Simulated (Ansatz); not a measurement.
## Structure relaxation, TaGe₂

The start is a relaxed TaGe2 cell, doubled along one cell vector, shaken by Gaussian noise of σ = 0.08 Å a coordinate. A full variable-cell relaxation at zero pressure is run with r2SCAN (plane waves to 500 eV, PAW, scalar-relativistic; Ansatz, an electronic-structure program). First-step values are on the input's coarse k-mesh.

Ansatz input (later rounds restart from its end on a renewed k-mesh):
Ansatz 0.2 input:
```yaml
crystal:
  lattice:
    - [3.5142384986, 0, 0]
    - [0, 3.5142384986, 0]
    - [0, 0, 10.1058187038]
  atoms:
    - { symbol: Ge, position: [0.4971569642, 0.4990285957, 0.0031700714] }
    - { symbol: Ge, position: [0.4913688867, 0.5118891739, 0.4891711976] }
    - { symbol: Ge, position: [0.0146012595, 0.0268649777, -0.0029669987] }
    - { symbol: Ge, position: [-0.0264363093, 0.0216249556, 0.4999979623] }
    - { symbol: Ta, position: [0.4723137955, 0.5216933282, 0.2545767421] }
    - { symbol: Ta, position: [0.4922255627, 0.5134347875, 0.7563602455] }
basis: { ecutwfc: 500, ecutrho_ratio: 4, xc_grid: 4, fft_grid_basis: typed }
kpoints: { mp_grid: { grid: [7, 7, 3] } }
hamiltonian:
  xc: r2scan
  dispersion: none
  pseudopotentials: { kind: paw }
scf: { occupations: { method: fermi_dirac, width: 0.05 } }
relax: { f_tol: 0.01, max_steps: 100, cell: { stress_tol: 0.02 } }
output: { forces: true, stress: true }
```

How much energy is released per atom?

1.41 eV/atom.

How does the volume per atom move from start to end?

-22.7 %, from 20.80 to 16.09 Å³/atom.

Does it find its way back to the structure it was made from?

It does not go back: it reaches I4/mmm (No. 139), 1.36 eV/atom below the parent.

How do the shortest distances between atoms change?

The closest pairs of elements (up to four, under 3.6 Å), start → end: Ge–Ta 2.37 → 2.76 Å; Ge–Ge 2.37 → 2.77 Å; Ta–Ta 3.51 → 3.38 Å.

Is the relaxed structure metallic? Give its gap.

No gap (metallic).

Final values are on a 19×19×19 k-mesh of the relaxed cell. No spin polarisation in the result. The relaxed primitive cell holds an odd number of electrons. A magnetic state may lie lower.

The relaxed structure here is a generated cell of TaGe2: the first start was made by a random draw of sites in a space group, and the end was not matched to a known phase here, so it may be hypothetical.
